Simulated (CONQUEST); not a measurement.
Consider a self-consistent single point of SnGeSe2 (Pmc2_1, 8 atoms in the cell; from Materials Project mp-1218835, changed as shown).

```
CELL_PARAMETERS angstrom
      4.03882     0.00000     0.00000
      0.00000     4.77058     0.00000
      0.00000     0.00000    11.59824
ATOMIC_POSITIONS crystal
  Sn 0.50000 0.36605 0.38335
  Sn 0.50000 0.63395 0.88335
  Ge 0.00000 0.12293 0.62746
  Ge 0.00000 0.87707 0.12746
  Se 0.00000 0.23593 0.84558
  Se 0.00000 0.76407 0.34558
  Se 0.50000 0.23363 0.14361
  Se 0.50000 0.76637 0.64361
```

All values come from this method and carry its errors: PBEsol, numerical atomic orbitals double-zeta with polarisation (the shipped basis), PseudoDojo norm-conserving potentials made for PBEsol (CONQUEST 1.3).

CONQUEST settings:

| setting | value |
|---|---|
| basis | DZP |
| Diag.MPMeshX, Y, Z | 4 4 2 |
| potentials | PseudoDojo norm-conserving PBEsol |
| Grid.GridCutoff | 140 Ha |
| DM.SolutionMethod | diagon |
| Diag.kT | 0.001837 Ha |
| Diag.GammaCentred | true |
| minE.SCTolerance | 1.0e-07 |
| SC.MaxIters | 100 |
| SC.LinearMixingFactor | 0.3 |
| AtomMove.TypeOfRun | static |

### Question
Estimate, at this level of theory: gap on the k-point mesh, pressure and largest force (vector length).

### Answer
The run gave:

Gap on the k-point mesh: 0.78 eV
Pressure: -3.23 GPa
Largest force (vector length): 0.119 eV/Å

The gap is read on the k-point mesh of the run and can differ from the gap over the whole zone at this level.

For comparison: a first run was changed to give this one (lattice scaled by 1.02), and from it to this one the free energy rises by 19.8 meV/atom, the pressure goes from -0.54 to -3.23 GPa, the largest force goes from 0.353 to 0.119 eV/Å and the gap on the mesh goes from 0.812 to 0.782 eV.

The program uses no crystal symmetry, so grid and mesh can part values that symmetry would make equal. The atom-centred basis is finite, which shifts total energies, pressures, gaps and forces against plane waves. The structure comes from a collection of computed structures, made at another level of theory; the collection holds predicted forms beside known ones.

Cost on one core: around 80 core-seconds (rough).
